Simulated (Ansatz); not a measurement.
Computed with Ansatz, DFT PBE, scalar-relativistic, plane waves, PAW. All cells share a 420 eV cutoff and Γ-centred k meshes spaced at most about 0.3 Å⁻¹ (about 0.25 or finer for metals, 2π included). No spin polarisation in the final relaxations.

Temperature and zero-point effects are left out.

Two forms of GeBr were relaxed alike.

A.

```
Ge Br
1.0
     3.52495    0.00000    0.00000
    -1.76248    3.05270    0.00000
     0.00000    0.00000    4.50733
Ge Br
1 1
Cartesian
  1.7625 1.0176 2.2537
  0.0000 0.0000 0.0000
```

B.

```
Ge Br
1.0
     3.40195    0.00000    0.00000
     0.00000    3.40195    0.00000
     0.00000    0.00000    5.21663
Ge Br
1 1
Direct
  0.00000 0.00000 0.50000
  0.00000 0.00000 0.00000
```

Question: Which form is favoured at zero pressure, and by what margin per atom?

Answer: A is lower, by 118 meV/atom. A has the tungsten carbide type, space group P-6m2 (No. 187), 24.3 Å³/atom and no gap on its mesh; B has space group P4/mmm (No. 123), 30.2 Å³/atom and no gap. Counting Br atoms around Ge (those within 1.25 times the shortest such distance or 1.15 times the sum of covalent radii, 1.27 where that leaves under three; the shortest distance is added where it exceeds 1.18 times the sum of covalent radii), A has Ge 6 from 3.0 Å and B has Ge 2. Even the lower one lies +0.09 eV/atom against the reference forms of the elements (uncorrected), so neither is stable at this level. In A, Ge has 6 Br at 3.04 Å and 6 Ge at 3.52 Å; Br is surrounded by 6 Ge at 3.04 Å and 6 Br at 3.52 Å. In B, Ge is surrounded by 2 Br at 2.61 Å; Br has 2 Ge at 2.61 Å. Both come from invented guesses.

Weakly bound directions are ill-defined at this level, which has no dispersion term (P4/mmm), and this can change margins and order among such cells. In P-6m2, P4/mmm an odd number of electrons in the primitive cell allows no gap without spin; a larger cell or a magnetic state could open one. Cells relaxed within their symmetry can be saddle points.
